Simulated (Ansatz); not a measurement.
Method: DFT PBE, scalar-relativistic, plane waves, PAW (Ansatz). Cutoff 420 eV, Γ-centred meshes of about 0.25 Å⁻¹ or finer for metals and 0.3 Å⁻¹ for insulators (2π included), Gaussian smearing. No spin polarisation.

Temperature and zero-point effects are left out.

Compare these two cells of Nb2WSe5, each relaxed at this level.

A.

```
CELL_PARAMETERS angstrom
3.39123 0.00000 0.00000
-1.69561 2.93689 0.00000
0.00000 0.00000 18.32835
ATOMIC_POSITIONS crystal
Nb 0.33333 0.66667 0.59620
Nb 0.33333 0.66667 0.40380
W 0.00000 0.00000 0.00000
Se 0.33333 0.66667 0.90982
Se 0.33333 0.66667 0.09019
Se 0.00000 0.00000 0.50000
Se 0.00000 0.00000 0.68935
Se 0.00000 0.00000 0.31065
```

B.

```
CELL_PARAMETERS angstrom
1.71679 -7.45637 0.00000
1.71679 7.45637 0.00000
0.00000 0.00000 16.08380
ATOMIC_POSITIONS crystal
Nb 0.23045 0.76955 0.10956
Nb 0.23045 0.76955 0.39044
Nb 0.76955 0.23045 0.60956
Nb 0.76955 0.23045 0.89044
W 0.72307 0.27693 0.25000
W 0.27693 0.72307 0.75000
Se 0.60296 0.39704 0.13885
Se 0.60296 0.39704 0.36115
Se 0.34500 0.65500 0.25000
Se 0.84528 0.15472 0.45837
Se 0.84528 0.15472 0.04163
Se 0.39704 0.60296 0.63885
Se 0.39704 0.60296 0.86115
Se 0.65500 0.34500 0.75000
Se 0.15472 0.84528 0.54163
Se 0.15472 0.84528 0.95837
```

Question: Which form is favoured at zero pressure, and by what margin per atom?

Answer: A is lower, by 117 meV/atom. A has space group P-6m2 (No. 187), 22.8 Å³/atom and no gap on its mesh; B has space group Cmcm (No. 63), 25.7 Å³/atom and no gap. Counting Se atoms around Nb and W (those within 1.25 times the shortest such distance or 1.15 times the sum of covalent radii), A has Nb 6, W 6 and B has Nb 6, W 4. In A, Nb is surrounded by 6 Se at 2.60–2.63 Å; W is surrounded by 6 Se at 2.56 Å; around Se on a site of symmetry 3m lie 3 W at 2.56 Å; 2 more sites not described. In B, Nb is surrounded by 6 Se at 2.60–2.83 Å and 2 W at 2.84 Å; W is surrounded by 4 Se at 2.50–2.53 Å and 4 Nb at 2.84 Å; Se on a site of symmetry m has 1 W at 2.53 Å and 2 Nb at 2.60 Å; 2 more sites not described. Both come from trial cells of a structure search.

No dispersion correction is applied, so the spacing and binding between layers, chains or molecules are poorly described (P-6m2, Cmcm), and this can change margins and order among such cells. These runs have no spin–orbit coupling, which can matter for W. The zero gap of P-6m2 may come from the functional, which often closes small gaps, or the cell may be a true semimetal. With atoms moved at random, A came back. B had no clear such test and can be a saddle point.
